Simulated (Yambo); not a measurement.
Yambo run on a free-standing PtSe$_{2}$/SnS$_{2}$ heterobilayer (symmetry P3m1, slab cell 25.9 Å high). The wavefunctions are PBE (stringent potentials; Quantum ESPRESSO, PseudoDojo norm-conserving, 104 Ry, no spin-orbit coupling) ones on a 6×6×1 mesh (50 occupied bands); a = b = 3.704 Å, c = 25.900 Å, α = β = 90.00°, γ = 120.00°.

Yambo input:

```
rim_cut
gw0
dyson
el_el_corr
HF_and_locXC
ppa
em1d
rim_w
RandQpts= 1000000
RandGvec= 2 Ry
CUTGeo= "slab z"
EXXRLvcs= 104 Ry
VXCRLvcs= 416 Ry
Chimod= "HARTREE"
% BndsRnXp
 27 | 230 |
%
NGsBlkXp= 6 Ry
% LongDrXp
 1.0 | 1.0 | 0.0 |
%
RandGvecW= 1000 mRy
PPAPntXp= 27.2114 eV
% GbndRnge
 1 | 230 |
%
GTermKind= "none"
DysSolver= "n"
ExtendOut
% QPkrange
 2 | 2 | 50 | 51 |
 4 | 4 | 51 | 51 |
%
```

k points by index: 2 = (0, 0.167), 4 = M.

The o-*.qp file then holds:

```
#    K-point    Band    Eo [eV]    E [eV]    E-Eo [eV]    Vxc [eV]    Vnlxc [eV]    Sc|Eo [eV]    Sc|E [eV]    dSc/dw|Eo [eV]    Re(Z)    Im(Z)
#
    2    50    0.000000    0.092597    0.092597    -15.53407    -17.30490    1.897264    1.863422    -9.977784    0.731681    -0.003929
    2    51    1.335957    2.121963    0.786006    -14.97858    -11.69165    -2.218302    -2.500926    -9.779503    0.735601    -0.004075
    4    51    0.361744    1.026198    0.664454    -13.03397    -9.712283    -2.422891    -2.657232    -9.591367    0.739362    -0.004079
```
(The two width columns are left out.) Convergence of these settings isn't established.

Geometry relaxed with PBE+D3(BJ).
